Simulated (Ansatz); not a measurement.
**What settings do to one calculation: diamond alloy of Si and Sn (3 of 32 Si sites exchanged), 32 atoms with displaced atoms**

Ansatz (PAW, plane waves), atoms fixed. The base input:

```yaml
crystal:
  lattice:
    - [11.064787, 0.000000, 0.000000]
    - [0.000000, 11.064787, 0.000000]
    - [0.000000, 0.000000, 5.532394]
  atoms:
    - { symbol: Si, position: [0.993581, 0.995462, 0.038970] }
    - { symbol: Si, position: [0.993278, 0.486788, 0.003685] }
    - { symbol: Si, position: [0.503950, 0.006582, 0.004539] }
    - { symbol: Si, position: [0.493499, 0.487588, 0.009332] }
    - { symbol: Si, position: [0.124667, 0.130151, 0.252265] }
    - { symbol: Si, position: [0.123455, 0.629480, 0.234503] }
    - { symbol: Si, position: [0.616993, 0.124979, 0.256308] }
    - { symbol: Si, position: [0.251840, 0.252809, 0.982639] }
    - { symbol: Si, position: [0.260406, 0.748875, 0.033628] }
    - { symbol: Si, position: [0.742836, 0.262529, 0.001151] }
    - { symbol: Si, position: [0.742846, 0.750084, 0.999594] }
    - { symbol: Si, position: [0.374889, 0.874620, 0.240036] }
    - { symbol: Si, position: [0.872831, 0.373351, 0.252280] }
    - { symbol: Si, position: [0.865500, 0.868640, 0.263039] }
    - { symbol: Si, position: [0.255175, 0.011536, 0.510087] }
    - { symbol: Si, position: [0.243162, 0.502014, 0.497675] }
    - { symbol: Si, position: [0.754546, 0.998843, 0.497402] }
    - { symbol: Si, position: [0.755706, 0.512327, 0.481871] }
    - { symbol: Si, position: [0.368571, 0.129690, 0.741402] }
    - { symbol: Si, position: [0.373864, 0.623928, 0.751590] }
    - { symbol: Si, position: [0.881128, 0.125558, 0.717851] }
    - { symbol: Si, position: [0.872429, 0.627249, 0.738495] }
    - { symbol: Si, position: [0.000911, 0.244765, 0.480606] }
    - { symbol: Si, position: [0.001128, 0.738469, 0.491698] }
    - { symbol: Si, position: [0.492220, 0.246752, 0.504038] }
    - { symbol: Si, position: [0.134042, 0.385536, 0.736138] }
    - { symbol: Si, position: [0.133432, 0.881221, 0.751255] }
    - { symbol: Si, position: [0.623487, 0.380483, 0.747169] }
    - { symbol: Si, position: [0.615759, 0.870454, 0.758633] }
    - { symbol: Sn, position: [0.624114, 0.627137, 0.254596] }
    - { symbol: Sn, position: [0.376199, 0.387542, 0.282790] }
    - { symbol: Sn, position: [0.503991, 0.747128, 0.494294] }
kpoints:
  mp_grid: { grid: [2, 2, 2], shift: [0.5, 0.5, 0.5] }
hamiltonian:
  xc: pbesol
scf:
  occupations: { method: fermi_dirac, width: 0.01 }
output:
  forces: true
  eigenvalues: true
  stress: true
  populations: true
```

Command:

```sh
ansatz run in.yaml --threads 7 --pin off --max-ram 13300MiB --runs-dir r --events-out ev --progress --plain
```

It converged in 7 iterations and 8.4 s of wall time on 7 threads of a Neoverse-V2 processor, on a host shared with other runs; peak host memory 1.8 GiB; largest force component 4.47 eV/Å, pressure 2.69 GPa. The cutoff was the default, 420 eV. The base isn't a converged reference: it has few k points, and its atoms are unrelaxed. Each run below changes the keys shown and caps the iterations.

| run | changed | ending | iterations | free energy less the base (meV per atom) | rms change of forces (eV/Å) | change of pressure (GPa) | wall time (s, shared host) |
| --- | --- | --- | --- | --- | --- | --- | --- |
| 1 | max_iter 14, k points a 2×2×1 mesh centred on Γ, total_charge -2 | converged | 10 | other zero | 0.229 | -1.38 | 3.7 CPU |
| 2 | dr2_threshold 0.0001, max_iter 50 | converged | 6 | 0.0 | 0.000 | 0.00 | 5.6 CPU |
| 3 | xc hf, dispersion d3bjatm, mixing beta 1.5, max_iter 50 | refused | – | – | – | – | – |
| 4 | width 2.0 eV, dr2_threshold 1e-09, xc_grid 3 (2 is the default), max_iter 80 | converged | 10 | -2633.1 | 0.674 | 13.77 | 29 CPU |
| 5 | xc rpbe, ecutwfc 480 eV, max_iter 70 | converged | 7 | other zero | 0.141 | 3.63 | 6.3 CPU |
| 6 | mixing beta 0.01, max_iter 100 | converged | 10 | 0.0 | 0.000 | 0.00 | 5.9 CPU |

«Other zero»: another functional, charge or dispersion term moves the zero of energy, so the difference says nothing of accuracy.

Which changes leave the result alone, and which of the same physical model moves the forces most?

The forces move by under 0.002 eV/Å in runs 2, 6. Run 4 (width 2.0 eV, dr2_threshold 1e-09, xc_grid 3 (2 is the default), max_iter 80) moves them most among the runs with the same functional, charge and dispersion term, by 0.674 eV/Å.

Why did some runs give no result?

- run 3: invalid value for `scf.mixing.beta`: must be finite and in (0, 1]; got 1.5
